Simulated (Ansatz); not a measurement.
TePb:
```xyz
2
Lattice="0.0000 3.2843 3.2843 3.2843 0.0000 3.2843 3.2843 3.2843 0.0000" Properties=species:S:1:pos:R:3 pbc="T T T"
Te     0.0000     0.0000     0.0000
Pb     3.2843     3.2843     3.2843
```

Relaxed with PBE. Special points in fractions of this cell's reciprocal vectors: Γ (0.000, 0.000, 0.000); X (0.500, 0.000, 0.500); U (0.625, 0.250, 0.625); K (0.375, 0.375, 0.750); L (0.500, 0.500, 0.500); W (0.500, 0.250, 0.750).

**Question.** List the band energies nearest the valence-band maximum at these points for PBE in the plane-wave PAW code Ansatz.

**Answer.** In eV from the valence-band maximum; about four levels below and three above (degenerate sets whole), none deeper than 8.9 eV; points with the same levels are listed once.

| k | below | above |
|---|---|---|
| Γ | -5.71 -1.16 -1.16 -1.16 | 4.02 4.02 4.02 |
| X | -7.20 -4.12 -2.52 -2.52 | 3.51 5.30 5.30 |
| U | -7.78 -3.76 -2.05 -1.88 | 3.53 3.73 5.22 |
| L | -8.33 -0.74 -0.74 0.00 | 0.83 1.39 1.39 |
| W | -7.80 -3.44 -3.44 -0.28 | 1.73 5.20 5.20 |

Space group Fm-3m (rock salt). Symmetry was held in the PBE relaxation. Scalar-relativistic: spin–orbit coupling is off unless named, which matters more the heavier the elements.

Potentials: the later of the program's two PAW sets.
